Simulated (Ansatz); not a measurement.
Cs$_{2}$RbAsF$_{6}$:
```yaml
crystal:
  lattice:
    - [0.00000, 4.71547, 4.71547]
    - [4.71547, 0.00000, 4.71547]
    - [4.71547, 4.71547, 0.00000]
  atoms:
    - { symbol: Cs, position: [0.75000, 0.75000, 0.75000] }
    - { symbol: Cs, position: [0.25000, 0.25000, 0.25000] }
    - { symbol: Rb, position: [0.50000, 0.50000, 0.50000] }
    - { symbol: As, position: [0.00000, 0.00000, 0.00000] }
    - { symbol: F, position: [0.78191, 0.21809, 0.21809] }
    - { symbol: F, position: [0.21809, 0.78191, 0.78191] }
    - { symbol: F, position: [0.21809, 0.78191, 0.21809] }
    - { symbol: F, position: [0.78191, 0.21809, 0.78191] }
    - { symbol: F, position: [0.21809, 0.21809, 0.78191] }
    - { symbol: F, position: [0.78191, 0.78191, 0.21809] }
```

Relaxed with r²SCAN. The program Ansatz at the r²SCAN level (PAW) gives a gap of 4.90 eV.

**Question.** What gap does HSE06 give on the same cell (Ansatz, PAW)?

**Answer.** 5.81 eV, 0.91 eV more. The hybrid was solved on a coarser mesh and at special points; its gap is the smallest among all of these.

```json
[
 {"k": "Γ", "v1 r²SCAN": "-0.41", "c1 r²SCAN": "5.21", "v1 HSE06": "?", "c1 HSE06": "?"},
 {"k": "X", "v1 r²SCAN": "-0.27", "c1 r²SCAN": "5.36", "v1 HSE06": "?", "c1 HSE06": "?"},
 {"k": "L", "v1 r²SCAN": "0.00", "c1 r²SCAN": "4.98", "v1 HSE06": "?", "c1 HSE06": "?"},
 {"k": "W", "v1 r²SCAN": "-0.17", "c1 r²SCAN": "5.50", "v1 HSE06": "-0.18", "c1 HSE06": "6.50"},
 {"k": "K", "v1 r²SCAN": "-0.18", "c1 r²SCAN": "5.49", "v1 HSE06": "?", "c1 HSE06": "?"}
]
```

**Question.** Top valence (v1) and lowest conduction level (c1) in eV from each method's valence maximum (which need not be a listed point): supply the withheld HSE06 values.

**Answer.** 
- X, v1 HSE06: -0.29
- X, c1 HSE06: 6.31
- Γ, v1 HSE06: -0.43
- Γ, c1 HSE06: 6.08
- K, v1 HSE06: -0.18
- K, c1 HSE06: 6.45
- L, v1 HSE06: 0.00
- L, c1 HSE06: 5.90

Cost on shared cores: the r²SCAN run (SCF on a 5×5×5 mesh, then bands and DOS) roughly 4 core-minutes, the HSE06 run (SCF on 3×3×3, then a few points) very roughly 8 core-minutes; the tasks are unlike.

Space group Fm-3m. The first step of the workflow began from a Materials Project structure, measured or hypothetical; the Crystallography Open Database copy checked does not list it. Whether it is the stable phase at ambient conditions was not checked. Symmetry was held in the r²SCAN relaxation; whether a distortion lowers the energy is not shown. Scalar-relativistic: spin–orbit coupling is off unless named, which matters more the heavier the elements.

Potentials: the later of the program's two PAW sets.
